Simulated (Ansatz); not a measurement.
Trial structure of SiSbTe₃, not yet relaxed:

```cif
data_structure
_symmetry_space_group_name_H-M 'P-6m2'
_symmetry_Int_Tables_number 187
_cell_length_a 5.0668
_cell_length_b 5.0668
_cell_length_c 6.0812
_cell_angle_alpha 90.000
_cell_angle_beta 90.000
_cell_angle_gamma 120.000
_cell_volume 135.21
loop_
_atom_site_label
_atom_site_type_symbol
_atom_site_symmetry_multiplicity
_atom_site_Wyckoff_symbol
_atom_site_fract_x
_atom_site_fract_y
_atom_site_fract_z
_atom_site_occupancy
Si1 Si 1 b 0.00000 0.00000 0.50000 1
Sb1 Sb 1 c 0.33333 0.66667 0.00000 1
Te1 Te 2 i 0.66667 0.33333 0.24892 1
Te2 Te 1 a 0.00000 0.00000 0.00000 1
```

Computed with DFT PBE, scalar-relativistic, plane waves, PAW in Ansatz. Cutoff 420 eV; k points 6×6×4 on the computed 5-atom cell (Γ-centred); Gaussian smearing, width 0.10 eV; no spin polarisation.

Formation energies are uncorrected and refer to the elements' standard structures at the same level.

Question: Estimate its pressure, forces and energy as it stands.

Answer: The pressure is 7.3 GPa (the mean over three directions, positive in compression), the largest force is 1.36 eV/Å, and the energy is +0.68 eV/atom against the elements. The shortest distance is 2.93 Å.

Question: Is it a good guess?

Answer: A fair one: relaxing gains about 0.19 eV/atom (the start's value is from the coarse mesh, so the gain is rough) in 29 ionic steps and ends at +0.49 eV/atom on the finer mesh. The symmetry stays P-6m2 (No. 187). The volume per atom grows by 40.4 %, from 27.0 to 38.0 Å³. The shortest distance goes from 2.93 Å (Sb–Te) to 2.76 Å (Te–Te). The ratio c/a of the conventional cell changes by a factor of 1.56. Conventional cell: a = 4.895 Å, c = 9.149 Å. Around Si lie 6 Te at 3.14 Å; Sb is surrounded by 3 Te at 2.83 Å; around Te on a site of symmetry 3m lie 1 Te at 2.76 Å and 3 Si at 3.14 Å; 1 more site not described.

The last run used a 12×12×4 mesh (in the run's order of axes) for its 5-atom cell and Gaussian smearing of 0.10 eV. Weakly bound directions are ill-defined at this level, which has no dispersion term. Spin–orbit coupling, which can matter for Sb and Te, is left out. An odd number of electrons in the primitive cell allows no gap without spin; a larger cell or a magnetic state could open one. The cell is a metal run without spin; a magnetic state may lie lower. The reference form of Te is held partly by dispersion forces, which this level lacks. The relaxation can't lower the symmetry of the start, and the grade says only how near the guess is to its own end. Symmetry constrained the relaxation, so the result can be a saddle point. Another cell of SiSbTe3 relaxed alike, in Cm, lies 0.37 eV/atom lower, so this cell isn't the stable form at this level.
